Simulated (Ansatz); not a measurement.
Given:

Sb$_{2}$Pd:
```
CELL_PARAMETERS angstrom
      6.46470     0.00000     0.00000
      0.00000     6.46470     0.00000
      0.00000     0.00000     6.46470
ATOMIC_POSITIONS crystal
  Sb 0.37269 0.37269 0.37269
  Sb 0.62731 0.62731 0.62731
  Sb 0.12731 0.62731 0.87269
  Sb 0.87269 0.37269 0.12731
  Sb 0.87269 0.12731 0.62731
  Sb 0.12731 0.87269 0.37269
  Sb 0.62731 0.87269 0.12731
  Sb 0.37269 0.12731 0.87269
  Pd 0.00000 0.00000 0.00000
  Pd 0.50000 0.00000 0.50000
  Pd 0.50000 0.50000 0.00000
  Pd 0.00000 0.50000 0.50000
```

This is the PBEsol-relaxed structure.

Q: All from DFT-PBEsol in the program Ansatz with PAW potentials, unless another level is named. Give the bulk modulus (Birch–Murnaghan fit).

A: 102 GPa.

Q: Next, the elastic constants (relaxed ions, GPa)?

A: C11 = 175, C12 = 65.4, C44 = 25.5.

Space group Pa-3. The first step of the workflow began from a Materials Project structure, measured or hypothetical; the Crystallography Open Database files this formula in space group No. 205, but the cells were not matched. Its standing as an ambient phase is unchecked. The PBEsol relaxation kept the symmetry of its start; whether a distortion lowers the energy is not shown. The run is not spin-polarised. As this level gives no gap, shear constants depend on the k-mesh and smearing (Fermi–Dirac, 0.1 eV here). Spin–orbit coupling is left out wherever it is not named.

Potentials: the later of the program's two PAW sets.
